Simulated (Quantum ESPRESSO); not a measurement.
## Zr2NbF3O5 (finding a planted mistake in a log)

A calculation, not a measurement. The program is pw.x of Quantum ESPRESSO 7.5 (plane-wave density functional theory). The cell is made up: 11 atoms on a fluorite lattice with one site empty, with randomly drawn elements, strain and displacements, not relaxed. PseudoDojo standard norm-conserving files (v0.5 for PBE, v0.4.1 for LDA and PBEsol) set the functional; there is no spin polarisation, spin-orbit coupling or dispersion term, and the masses in the input are unused placeholders.

Intended input:

```
&control calculation='scf', pseudo_dir='./dojo.nc.sr.pbe.v0_5.standard.upf', outdir='./o', disk_io='low', tprnfor=.true., tstress=.true. /
&system ibrav=0, nat=11, ntyp=4, nbnd=50, ecutwfc=84.00895049, nosym=.true., tot_charge=0,
 occupations='smearing', smearing='fd', degauss=0.0018374661
/
&electrons conv_thr=7.350e-09, electron_maxstep=60, /
ATOMIC_SPECIES
F 1.0 F.upf
Nb 1.0 Nb.upf
O 1.0 O.upf
Zr 1.0 Zr.upf
CELL_PARAMETERS angstrom
5.1641 -0.0689 0.0852
-0.0689 5.139 0.0071
0.0852 0.0071 5.12
ATOMIC_POSITIONS angstrom
Zr -0.0169 -0.0401 -0.0157
Nb -0.0374 2.5595 2.5166
Zr 2.4721 2.5379 -0.0032
F 1.3417 1.3037 1.3041
F 1.2972 1.3218 3.8301
O 1.2253 3.8849 1.2662
O 1.3387 3.8583 3.832
O 3.8172 1.3252 1.2685
O 3.9295 1.1789 3.9243
O 3.7841 3.8495 1.3452
F 3.8385 3.8278 3.9169
K_POINTS automatic
4 4 4 1 1 1
```

The log is shortened where brackets say so; the opening notice, blank lines, dates and the lines on written files are dropped, and the path of the files is cut. It prints rydbergs, bohrs and kilobars, and counts compression as positive stress. Where no state is partly filled, the Fermi energy that it prints is only some level between the filled and the empty states on the mesh, and need not lie in the true gap.

Log of the intended run:

```
     Program PWSCF v.7.5
     Parallel version (MPI & OpenMP), running on       4 processor cores
     Number of MPI processes:                 4
     Threads/MPI process:                     1
     [start-up lines left out]
     bravais-lattice index     =            0
     lattice parameter (alat)  =       9.7609  a.u.
     unit-cell volume          =     916.5196 (a.u.)^3
     number of atoms/cell      =           11
     number of atomic types    =            4
     number of electrons       =        88.00
     number of Kohn-Sham states=           50
     kinetic-energy cutoff     =      84.0090  Ry
     charge density cutoff     =     336.0358  Ry
     scf convergence threshold =      7.3E-09
     mixing beta               =       0.7000
     number of iterations used =            8  plain     mixing
     Exchange-correlation= PBE
                           (   1   4   3   4   0   0   0)
     [axes and pseudopotential details left out]
   Cartesian axes
     site n.     atom                  positions (alat units)
         1        Zr     tau(   1) = (  -0.0032719  -0.0077634  -0.0030395  )
         2        Nb     tau(   2) = (  -0.0072407   0.4955218   0.4872163  )
         3        Zr     tau(   3) = (   0.4786011   0.4913400  -0.0006195  )
         4        F      tau(   4) = (   0.2597545   0.2523976   0.2524751  )
         5        F      tau(   5) = (   0.2511392   0.2559018   0.7415112  )
         6        O      tau(   6) = (   0.2372193   0.7521206   0.2451376  )
         7        O      tau(   7) = (   0.2591737   0.7469708   0.7418791  )
         8        O      tau(   8) = (   0.7390138   0.2565601   0.2455829  )
         9        O      tau(   9) = (   0.7607552   0.2282362   0.7597484  )
        10        O      tau(  10) = (   0.7326056   0.7452671   0.2604321  )
        11        F      tau(  11) = (   0.7431375   0.7410659   0.7583158  )
     number of k points=    32  Fermi-Dirac smearing, width (Ry)=  0.0018
                       cart. coord. in units 2pi/alat
        k(    1) = (   0.1246810   0.1271393   0.1238540), wk =   0.0625000
        k(    2) = (   0.1205134   0.1267349   0.3761339), wk =   0.0625000
     [further k points left out]
     Dense  grid:    95327 G-vectors     FFT dimensions: (  60,  60,  60)
     Estimated max dynamical RAM per process >     216.59 MB
     Estimated total dynamical RAM >     796.53 MB
     Initial potential from superposition of free atoms
     starting charge      87.9929, renormalised to      88.0000
     Starting wfcs are   62 randomized atomic wfcs
     total cpu time spent up to now is        3.7 secs
     per-process dynamical memory:   155.3 Mb
     Self-consistent Calculation
     iteration #  1     ecut=    84.01 Ry     beta= 0.70
     Davidson diagonalization with overlap
     ethr =  1.00E-02,  avg # of iterations =  2.0
     total cpu time spent up to now is        8.6 secs
     total energy              =    -638.13401203 Ry
     estimated scf accuracy    <       5.70078705 Ry
     iteration #  2     ecut=    84.01 Ry     beta= 0.70
     Davidson diagonalization with overlap
     ethr =  6.48E-03,  avg # of iterations =  6.5
     total cpu time spent up to now is       17.7 secs
     total energy              =    -634.03432250 Ry
     estimated scf accuracy    <      52.66645703 Ry
     [iterations 3 to 17 left out]
     iteration # 18     ecut=    84.01 Ry     beta= 0.70
     Davidson diagonalization with overlap
     ethr =  1.36E-10,  avg # of iterations =  4.2
     total cpu time spent up to now is      107.8 secs
     total energy              =    -641.24528698 Ry
     estimated scf accuracy    <       0.00000001 Ry
     iteration # 19     ecut=    84.01 Ry     beta= 0.70
     Davidson diagonalization with overlap
     ethr =  1.14E-11,  avg # of iterations =  4.7
     total cpu time spent up to now is      114.2 secs
     End of self-consistent calculation
     [lines on levels left out]
     the Fermi energy is     9.5368 ev
!    total energy              =    -641.24528698 Ry
     estimated scf accuracy    <          1.3E-09 Ry
     smearing contrib. (-TS)   =      -0.00000000 Ry
     internal energy E=F+TS    =    -641.24528698 Ry
     The total energy is F=E-TS. E is the sum of the following terms:
     one-electron contribution =    -184.01357147 Ry
     hartree contribution      =     140.38733355 Ry
     xc contribution           =    -140.62312427 Ry
     ewald contribution        =    -456.99592479 Ry
     convergence has been achieved in  19 iterations
     Forces acting on atoms (cartesian axes, Ry/au):
     atom    1 type  4   force =    -0.05645595   -0.07061053    0.05775767
     atom    2 type  2   force =    -0.10492234    0.07245954   -0.09380960
     atom    3 type  4   force =     0.07435317    0.07988002    0.04924253
     atom    4 type  1   force =    -0.04918513   -0.00231745    0.00711667
     atom    5 type  1   force =    -0.00019659    0.00256959    0.00043565
     atom    6 type  3   force =    -0.06014261   -0.08491990   -0.00279779
     atom    7 type  3   force =    -0.08949266   -0.06246832    0.01405221
     atom    8 type  3   force =     0.11152535    0.04916368    0.03076293
     atom    9 type  3   force =     0.06836366    0.09227583   -0.02755878
     atom   10 type  3   force =     0.06980988   -0.04754829   -0.01428982
     atom   11 type  1   force =     0.03634323   -0.02848417   -0.02091168
     Total force =     0.340568     Total SCF correction =     0.000080
     Computing stress (Cartesian axis) and pressure
          total   stress  (Ry/bohr**3)                   (kbar)     P=     -127.41
  -0.00100801   0.00023857  -0.00021987         -148.28       35.09      -32.34
   0.00023857  -0.00084398   0.00013401           35.09     -124.15       19.71
  -0.00021987   0.00013401  -0.00074643          -32.34       19.71     -109.80
     init_run     :      3.34s CPU      3.48s WALL (       1 calls)
     electrons    :    110.23s CPU    110.55s WALL (       1 calls)
     forces       :      1.10s CPU      1.11s WALL (       1 calls)
     stress       :      3.71s CPU      3.71s WALL (       1 calls)
     [timing details left out]
     PWSCF        :   1m58.58s CPU   1m59.08s WALL
     JOB DONE.
```

A second run was made from an input with one planted mistake. Its log:

```
     Program PWSCF v.7.5
     Parallel version (MPI & OpenMP), running on       4 processor cores
     Number of MPI processes:                 4
     Threads/MPI process:                     1
     [start-up lines left out]
     bravais-lattice index     =            0
     lattice parameter (alat)  =       9.7609  a.u.
     unit-cell volume          =     916.5196 (a.u.)^3
     number of atoms/cell      =           11
     number of atomic types    =            4
     number of electrons       =        88.00
     number of Kohn-Sham states=           68
     kinetic-energy cutoff     =      84.0090  Ry
     charge density cutoff     =     336.0358  Ry
     scf convergence threshold =      7.3E-09
     mixing beta               =       0.7000
     number of iterations used =            8  plain     mixing
     Exchange-correlation= PBE
                           (   1   4   3   4   0   0   0)
     [axes and pseudopotential details left out]
   Cartesian axes
     site n.     atom                  positions (alat units)
         1        Zr     tau(   1) = (  -0.0032719  -0.0077634  -0.0030395  )
         2        Nb     tau(   2) = (  -0.0072407   0.4955218   0.4872163  )
         3        Zr     tau(   3) = (   0.4786011   0.4913400  -0.0006195  )
         4        F      tau(   4) = (   0.2597545   0.2523976   0.2524751  )
         5        F      tau(   5) = (   0.2511392   0.2559018   0.7415112  )
         6        O      tau(   6) = (   0.2372193   0.7521206   0.2451376  )
         7        O      tau(   7) = (   0.2591737   0.7469708   0.7418791  )
         8        O      tau(   8) = (   0.7390138   0.2565601   0.2455829  )
         9        O      tau(   9) = (   0.7607552   0.2282362   0.7597484  )
        10        O      tau(  10) = (   0.7326056   0.7452671   0.2604321  )
        11        F      tau(  11) = (   0.7431375   0.7410659   0.7583158  )
     number of k points=    32  Fermi-Dirac smearing, width (Ry)=  0.0507
                       cart. coord. in units 2pi/alat
        k(    1) = (   0.1246810   0.1271393   0.1238540), wk =   0.0625000
        k(    2) = (   0.1205134   0.1267349   0.3761339), wk =   0.0625000
     [further k points left out]
     Dense  grid:    95327 G-vectors     FFT dimensions: (  60,  60,  60)
     Estimated max dynamical RAM per process >     259.57 MB
     Estimated total dynamical RAM >     968.46 MB
     Initial potential from superposition of free atoms
     starting charge      87.9929, renormalised to      88.0000
     Starting wfcs are   62 randomized atomic wfcs +    6 random wfcs
     total cpu time spent up to now is        3.7 secs
     per-process dynamical memory:   185.5 Mb
     Self-consistent Calculation
     iteration #  1     ecut=    84.01 Ry     beta= 0.70
     Davidson diagonalization with overlap
     ethr =  1.00E-02,  avg # of iterations =  6.7
     total cpu time spent up to now is       12.4 secs
     total energy              =    -638.34899941 Ry
     estimated scf accuracy    <       5.46195288 Ry
     iteration #  2     ecut=    84.01 Ry     beta= 0.70
     Davidson diagonalization with overlap
     ethr =  6.21E-03,  avg # of iterations =  2.5
     total cpu time spent up to now is       20.8 secs
     total energy              =    -634.43117704 Ry
     estimated scf accuracy    <      51.53647973 Ry
     [iterations 3 to 16 left out]
     iteration # 17     ecut=    84.01 Ry     beta= 0.70
     Davidson diagonalization with overlap
     ethr =  8.46E-11,  avg # of iterations =  1.7
     total cpu time spent up to now is      120.8 secs
     total energy              =    -641.38456426 Ry
     estimated scf accuracy    <       0.00000001 Ry
     iteration # 18     ecut=    84.01 Ry     beta= 0.70
     Davidson diagonalization with overlap
     ethr =  1.35E-11,  avg # of iterations =  2.0
     total cpu time spent up to now is      127.5 secs
     End of self-consistent calculation
     [lines on levels left out]
     the Fermi energy is     9.6568 ev
!    total energy              =    -641.38456425 Ry
     estimated scf accuracy    <          6.8E-09 Ry
     smearing contrib. (-TS)   =      -0.35060376 Ry
     internal energy E=F+TS    =    -641.03396050 Ry
     The total energy is F=E-TS. E is the sum of the following terms:
     one-electron contribution =    -184.16713341 Ry
     hartree contribution      =     140.78680314 Ry
     xc contribution           =    -140.65770544 Ry
     ewald contribution        =    -456.99592479 Ry
     convergence has been achieved in  18 iterations
     Forces acting on atoms (cartesian axes, Ry/au):
     atom    1 type  4   force =    -0.04760372   -0.04934555    0.04178911
     atom    2 type  2   force =    -0.06951311    0.05677463   -0.05146045
     atom    3 type  4   force =     0.06364783    0.06460942    0.03577810
     atom    4 type  1   force =    -0.04518889   -0.00398736   -0.00300705
     atom    5 type  1   force =    -0.00151420    0.00252867    0.00485996
     atom    6 type  3   force =    -0.04688627   -0.06237669   -0.01327321
     atom    7 type  3   force =    -0.07351350   -0.04668796    0.01970333
     atom    8 type  3   force =     0.08468827    0.03340371    0.01243581
     atom    9 type  3   force =     0.04648994    0.07270797   -0.01042901
     atom   10 type  3   force =     0.05657425   -0.04282867   -0.02470335
     atom   11 type  1   force =     0.03281940   -0.02479817   -0.01169324
     Total force =     0.257811     Total SCF correction =     0.000179
     Computing stress (Cartesian axis) and pressure
          total   stress  (Ry/bohr**3)                   (kbar)     P=      -79.94
  -0.00062048   0.00029386  -0.00017022          -91.28       43.23      -25.04
   0.00029386  -0.00050988   0.00006908           43.23      -75.01       10.16
  -0.00017022   0.00006908  -0.00049983          -25.04       10.16      -73.53
     init_run     :      3.28s CPU      3.44s WALL (       1 calls)
     electrons    :    121.20s CPU    123.85s WALL (       1 calls)
     forces       :      1.33s CPU      1.33s WALL (       1 calls)
     stress       :      4.36s CPU      4.37s WALL (       1 calls)
     [timing details left out]
     PWSCF        :   2m10.45s CPU   2m13.30s WALL
     JOB DONE.
```

Question: what was wrong in the second input?

Answer: the smearing is too wide. The input lines that differ, file-writing options aside:

```
- &system ibrav=0, nat=11, ntyp=4, nbnd=50, ecutwfc=84.00895049, nosym=.true., tot_charge=0,
+ &system ibrav=0, nat=11, ntyp=4, nbnd=68, ecutwfc=84.00895049, nosym=.true., tot_charge=0,
-  occupations='smearing', smearing='fd', degauss=0.0018374661
+  occupations='smearing', smearing='fd', degauss=0.0507140646
```

```
                                            intended run  run with the mistake
                          free energy (eV)     -8724.587             -8726.482
                    smearing term -TS (eV)        0.0000               -4.7702
                            pressure (GPa)        -12.74                 -7.99
            largest force component (eV/Å)         2.867                 2.177
largest change of a force component (eV/Å)                               1.089
                                iterations            19                    18
```

For scale, a rerun of the intended cell at a cutoff of 1467 eV and k mesh 6 x 6 x 6 moved values by no more than 0.002 eV in energy, 0.07 GPa in stress and 0.009 eV/Å in force. The number of bands, nbnd, was set by rule from the electron count and the smearing, so it follows the mistake.